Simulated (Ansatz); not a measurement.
Ansatz (a program for electronic structure) input:

Ansatz 0.2 input:
```yaml
crystal:
  lattice:
    - [4.2643492719, 0.0, 0.0]
    - [0.0, 4.2643492719, 0.0]
    - [0.0, 0.0, 2.7071826644]
  atoms:
    - { symbol: Mo, position: [0.5, 0.5, 0.0] }
    - { symbol: Mo, position: [0.0, 0.0, 0.0] }
    - { symbol: N, position: [0.8875682726, 0.3875682726, 0.5] }
    - { symbol: N, position: [0.1124317274, 0.6124317274, 0.5] }
    - { symbol: N, position: [0.6124317274, 0.8875682726, 0.5] }
    - { symbol: N, position: [0.3875682726, 0.1124317274, 0.5] }
kpoints:
  mp_grid: { grid: [10, 10, 15] }
hamiltonian:
  xc: lda
  pseudopotentials: { kind: paw }
scf:
  occupations: { method: fermi_dirac, width: 0.1 }
phonons:
  method: dfpt
  response_accuracy: low
  eigenvectors: true
  rigid_motions: translations
```

Output (shortened):

```
Pseudopotential: Mo, paw, valence charge 14
Pseudopotential: N, paw, valence charge 5
Functional definition: SPW92
Crystal: 6 atoms, lattice volume = 49.229 Å³
Basis set: ecut = 420 eV, 961 PW (Γ), exchange–correlation on 60×60×40 points (8 copies of the dense FFT grid, shifted against one another)
Bands: 30, of which v1, the nominal top of the filled ones, is band 24 counted from 1 (23 counted from 0)
Symmetry: 16 space group operations
k-points: 416 of 1500 (irreducible under 2 space group operations, time reversal used)
SCF iter   1: F=—  HF=-11182.432881 eV  |F-HF|=—  |Δ(HF+E_count)|=         —  Δρ=1.45e-2  dr2=7.35e-2  ethr=1.77e-3  ⟨swp⟩=5.3  Hψ=53229  notcnv=0
preconditioner: auto → Kerker (q_TF=auto, 2.717 Å⁻¹)
SCF iter   2: F=—  HF=-11182.419792 eV  |F-HF|=—  |Δ(HF+E_count)|=   1.31e-2  Δρ=7.63e-3  dr2=1.70e-2  ethr=1.53e-4  ⟨swp⟩=1.0  Hψ=15809  notcnv=0
SCF iter   3: F=—  HF=-11182.415604 eV  |F-HF|=—  |Δ(HF+E_count)|=   4.19e-3  Δρ=1.11e-3  dr2=3.12e-4  ethr=3.55e-5  ⟨swp⟩=2.0  Hψ=15477  notcnv=0
SCF iter   4: F=—  HF=-11182.415504 eV  |F-HF|=—  |Δ(HF+E_count)|=   9.99e-5  Δρ=2.06e-4  dr2=2.24e-5  ethr=6.49e-7  ⟨swp⟩=2.8  Hψ=21510  notcnv=0
SCF iter   5: F=—  HF=-11182.415501 eV  |F-HF|=—  |Δ(HF+E_count)|=   3.62e-6  Δρ=5.72e-5  dr2=1.50e-6  ethr=4.66e-8  ⟨swp⟩=2.0  Hψ=18519  notcnv=0
SCF iter   6: F=—  HF=-11182.415500 eV  |F-HF|=—  |Δ(HF+E_count)|=   9.76e-7  Δρ=9.07e-6  dr2=4.96e-8  ethr=3.12e-9  ⟨swp⟩=2.1  Hψ=15873  notcnv=0
SCF iter   7: F=—  HF=-11182.415500 eV  |F-HF|=—  |Δ(HF+E_count)|=   1.01e-8  Δρ=1.82e-6  dr2=1.39e-9  ethr=1.03e-10  ⟨swp⟩=2.5  Hψ=20913  notcnv=0
SCF iter   8: F=—  HF=-11182.415500 eV  |F-HF|=—  |Δ(HF+E_count)|=  1.36e-10  Δρ=2.84e-7  dr2=2.81e-11  ethr=2.89e-12  ⟨swp⟩=2.5  Hψ=19769  notcnv=0
SCF iter   9: F=-11182.415500 eV  HF=-11182.415500 eV  |F-HF|=1.82e-12  |Δ(HF+E_count)|=    0.00e0  Δρ=4.20e-8  dr2=5.09e-13  ethr=1.00e-12  ⟨swp⟩=5.5  Hψ=50801  notcnv=0
SCF 1 converged in 9 iterations: F = -11182.415500 eV  dr2 = 5.09e-13
DFPT response loops at Γ: preconditioner auto → Kerker (q_TF=auto, 2.717 Å⁻¹) (partly filled bands, converged f_vac=0.000) …
SCF converged after 9 iterations
Free energy (F): -11182.415500 eV
Harris-Foulkes:  -11182.415500 eV  (|F-HF|=1.82e-12)
Internal energy: -11182.363726 eV  (E = F + TS)
E sigma→0 (E₀):  -11182.389613 eV
Entropy (-TS):   -0.051774 eV (-8.629 meV/atom)
Fermi energy:    19.975708 eV
--- Per-component energies (eV) ---
  E_band       = 23.384319
  E_kinetic    = 1417.306593
  E_local      = -1934.594182  (includes V_loc(G=0)·N_el)
  E_nonlocal   = 482.381012
  E_hartree    = 598.810146
  E_xc         = -605.925181
  E_vxc        = -765.566359  (∫ρ·V_xc dr)
  E_paw        = -6650.245715  (= ΣΔE_a)
  E_vpaw       = -373.763382  (= ΣTr[D̂ρ^β])
  E_aug_tail   = 0.000347  (compensation charges beyond the density's cutoff)
  E_ewald      = -4491.362556
  E_core_change = 1.265809  (= ΣΔE_core)
  E_smearing   = -0.051774  (= −TS)
  E_closure    = 0.000000  (closes the sum)
  Σ components = -11182.415500   (vs F -11182.415500, Δ=0.00e0)
  [band-id]    e_kinetic+e_local+e_nonlocal+2·e_hartree+e_vxc+e_vpaw+e_augmentation_tail = 23.384322   (vs E_band 23.384319, Δ=3.07e-6)
--- Band table (eV; the first three rows and the last of 416) ---
  k-point 0: bands = ["-41.9473", "-41.8687", "-16.2656", "-16.2656", "-15.8466", "-15.8466", "-15.7469", "-15.6616", "-1.8005", "-0.3886", "7.8054", "7.8054", "10.9573", "11.3641", "12.7011", "13.6979", "13.6979", "14.9745", "15.7306", "15.8749", "16.7186", …
  k-point 1: bands = ["-41.9414", "-41.8631", "-16.2569", "-16.2569", "-15.8403", "-15.8403", "-15.8032", "-15.7115", "-1.7421", "-0.3515", "7.7369", "7.7369", "11.0047", "11.4444", "12.8773", "13.5825", "13.5825", "14.3189", "15.4508", "16.3557", "16.7577", …
  k-point 2: bands = ["-41.9247", "-41.8471", "-16.2323", "-16.2323", "-15.9601", "-15.8511", "-15.8226", "-15.8226", "-1.5755", "-0.2437", "7.5461", "7.5461", "11.1344", "11.6434", "13.2766", "13.2766", "13.3832", "13.3893", "14.5881", "16.8677", "16.8677", …
  k-point 415: bands = ["-41.7738", "-41.7738", "-16.8275", "-16.8275", "-16.1262", "-16.1262", "-15.6615", "-15.6615", "-0.4121", "-0.4121", "8.0706", "8.0706", "11.5993", "11.5993", "12.0550", "12.0550", "13.9259", "13.9259", "14.4412", "14.4412", …
--- Phonons (Γ-DFPT): 4 representative perturbations + reference, on 416 of 1500 k-points (Σ response iterations 12) ---
  ASR residual: 8.011e-4 → 0.000e0 eV/Å²; symmetrization residual: 7.504e-6 eV/Å²
  ASR residual per site (eV/Å²): 8.01e-4 8.01e-4 1.12e-4 1.12e-4 1.12e-4 1.12e-4
  Γ frequencies (cm⁻¹): 0.00 0.00 0.00 140.42 193.25 193.25 265.11 289.75 436.73 436.73 617.65 617.65 645.42 645.42 698.21 754.02 1099.51 1136.11
  non-analytic LO–TO correction: not included (Born effective charges unavailable; polar crystals: no LO–TO splitting at Γ)
```

Cost: around 2.4 core-minutes (rough) on shared cores.

Space group P4/mbm. The first step of the workflow began from a Materials Project structure, measured or hypothetical; the Crystallography Open Database copy checked does not list it. Whether it is the stable phase at ambient conditions was not checked. Symmetry was held in the LDA relaxation; of distortions, only those at the zone centre were tested. No spin polarisation was allowed. As this level gives no gap, phonon frequencies hold no LO–TO term and depend on the k-mesh and smearing (Fermi–Dirac, 0.1 eV here). Scalar-relativistic: spin–orbit coupling is off unless named, which matters more the heavier the elements.

Potentials: the later of the program's two PAW sets.

Ansatz is a plane-wave DFT program.
